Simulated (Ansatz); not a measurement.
ZrB$_{2}$ in space group P6/mmm (No. 191; Zr on 1a, B on 2d) at seven volumes, PBE (plane waves, PAW; program Ansatz), shape and atoms relaxed at each. One row is withheld.

```csv
V (Å³/atom),P (GPa)
9.357,27.00
9.666,16.63
9.974,7.70
10.283,0.00
10.591,-6.63
10.899,-12.35
11.208,?
```

Fit the shown pressures and predict the withheld one.

P = (3/2)B₀(x^(7/2) − x^(5/2))[1 + (3/4)(B′ − 4)(x − 1)] with x = (V₀/V)^(2/3). Least squares on the six rows gives V₀ = 10.283 Å³/atom, B₀ = 238 GPa, B′ = 3.91. At V = 11.208, x = 0.9442 and P = -17.32 GPa. The run itself gave -17.28 GPa.

Symmetry was held in the PBE relaxation. No spin polarisation was allowed.

Potentials: the later of the program's two PAW sets.
